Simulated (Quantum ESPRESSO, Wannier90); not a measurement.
**Ba₂NCl (R-3m): Wannier90 run**

```
begin unit_cell_cart
ang
   -2.0661299708    3.5786420844    0.0000000000
   -4.1322599415    0.0000000000    0.0000000000
   -2.0661299708    1.1928806948    7.6479400000
end unit_cell_cart
begin atoms_frac
Ba  -0.2314520000 -0.2314520000 -0.3056440000
Ba   0.2314520000  0.2314520000  0.3056440000
N    0.5000000000  0.5000000000  0.5000000000
Cl   0.0000000000  0.0000000000  0.0000000000
end atoms_frac
```

Cell from Materials Project (mp-1018099), symmetrised, no further relaxation. Not found in the COD (Crystallography Open Database) copy used; not checked further. Method: PBEsol plane waves in Quantum ESPRESSO 7.5 (PseudoDojo norm-conserving files, 68 Ry, spinors with spin-orbit coupling), Bloch states on a 4×4×4 mesh through Γ, Wannier90 4.0.1. Density: 10×10×10 mesh, cold smearing 0.01 Ry.

Bands 21-26 form an isolated set from -4.83 to -3.77 eV relative to the valence-band maximum (on the path) and are turned into 6 Wannier functions by minimising the spread from the start: atomic waves Cl 3p.

Centres (Cartesian, Å; one of the equivalent choices) and spreads:

| n | x | y | z | spread (Å²) | nearest atom |
|---|---|---|---|---|---|
| 1 | 0.000 | 0.000 | 0.000 | 1.725 | Cl4 |
| 2 | 0.000 | 0.000 | 0.000 | 1.954 | Cl4 |
| 3 | 0.000 | 0.000 | 0.000 | 1.954 | Cl4 |
| 4 | 0.000 | 0.000 | 0.000 | 1.725 | Cl4 |
| 5 | 0.000 | 0.000 | 0.000 | 1.853 | Cl4 |
| 6 | 0.000 | 0.000 | 0.000 | 1.853 | Cl4 |

Ω_I = 10.99 Å², Ω_total = 11.06 Å²; the interpolated bands follow pw.x to 3.7 meV rms on the path. Only this start was tried; a symmetric start can stop on a saddle, and mixtures of these functions could lower the total by at most Ω_total − Ω_I.
